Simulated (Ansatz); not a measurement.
A relaxed cell of Rb₃Li₂ is given with its symmetry left out. The cell was found from a structure generator's guess, not taken from experiment.

Computed with DFT PBE, scalar-relativistic, plane waves, PAW (Ansatz 0.2.0). Cutoff 420 eV, Γ-centred mesh, Gaussian smearing, no spin polarisation.

```
Rb Li
1.0
     7.16115    0.00000    0.00000
     0.00000    7.16115    0.00000
     0.00000    0.00000    7.16115
Rb Li
3 2
Direct
  0.50000 0.00000 0.00000
  0.00000 0.50000 0.00000
  0.00000 0.00000 0.50000
  0.50000 0.50000 0.50000
  0.00000 0.00000 0.00000
```

Energies over the elements count from the elements' standard structures at the same level, with no fitted energy shifts.

(1) Find its symmetry and describe it.

(2) How far does it lie from the elements in energy?

(3) Is it a metal?

## Answers

(1) Pm-3m (No. 221). Conventional cell: a = 7.161 Å. Rb has 2 Li at 3.58 Å, 4 Li at 5.06 Å and 8 Rb at 5.06 Å; around Li on its first site lie 12 Rb at 5.06 Å (long contacts); Li on its second site is surrounded by 6 Rb at 3.58 Å.

(2) +0.30 eV/atom. The separate elements lie lower, so it is unstable against them.

(3) Yes, bands cross the Fermi level on the 6×6×6 mesh.

The last run used a 6×6×6 mesh for its 5-atom cell and Gaussian smearing of 0.10 eV. Symmetry constrained the relaxation, so the result can be a saddle point.
